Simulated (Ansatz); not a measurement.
Start of a relaxation of In3GaSbN:

```
In Ga Sb N
1.0
     6.35107    0.00000    0.00000
     0.00000    6.35107    0.00000
     0.00000    0.00000    6.66891
In Ga Sb N
3 1 1 1
Direct
  0.00000 0.00000 0.79848
  0.00000 0.00000 0.20152
  0.50000 0.50000 0.00000
  0.00000 0.00000 0.50000
  0.50000 0.50000 0.50000
  0.00000 0.00000 0.00000
```

Level of theory: Ansatz, DFT PBE, scalar-relativistic, plane waves, PAW. Cutoff 420 eV, Gaussian smearing, Γ-centred meshes. Cell and atoms relax first on a coarse mesh and then on a finer one. In between, the cell is made exact in the group found at 0.06 Å. In metals the finer mesh still leaves noise of several meV/atom or more. The steps can't lower the symmetry of their start. No spin polarisation.

A guess keeps its type if space group and coordination stay and the shape of the cell changes little (axis ratios within about 15 %, angles within 6°); the volume may change.

**Question.** Will the relaxed cell still be of the starting type?

**Answer.** It doesn't keep its type. The symmetry stays P4/mmm (No. 123). The volume per atom shrinks by 43.9 %, from 44.8 to 25.2 Å³. The shortest distance goes from 1.34 Å (In–N) to 2.18 Å (In–N). The ratio c/a of the conventional cell changes by a factor of 2.44. Counting neighbours within 15 % of an atom's shortest distance, the start has Ga 2, In 1/2, N 2, Sb 2 and the end Ga 6, In 1/4, N 2, Sb 4. In detail, at the end In on a site of symmetry 4mm is surrounded by 1 N at 2.18 Å and 1 Ga at 2.81 Å; around Ga lie 4 Sb at 2.75 Å and 2 In at 2.81 Å; Sb is surrounded by 4 Ga at 2.75 Å; N is surrounded by 2 In at 2.18 Å and 4 In at 2.75 Å; 1 more site not described.

```xyz
6
Lattice="3.8895 0.0000 0.0000 0.0000 3.8895 0.0000 0.0000 0.0000 9.9828" Properties=species:S:1:pos:R:3 pbc="T T T"
In    0.0000    0.0000    7.8042
In    0.0000    0.0000    2.1786
In    1.9447    1.9447    0.0000
Ga    0.0000    0.0000    4.9914
Sb    1.9447    1.9447    4.9914
N     0.0000    0.0000    0.0000
```

The zero of energy is the elements' standard structures at the same level (N₂ as a molecule); no fitted shifts are applied.

**Question.** At what energy does it end?

**Answer.** +0.46 eV/atom. It can't be a ground state, since the elements alone are lower.

The last run used a 10×10×4 mesh (in the run's order of axes) for its 6-atom cell and Gaussian smearing of 0.10 eV. Spin–orbit coupling, which can matter for Sb, is left out. A structure relaxed within its symmetry needn't be a true minimum.

In counts of neighbours, a slash parts the counts of unlike sites.
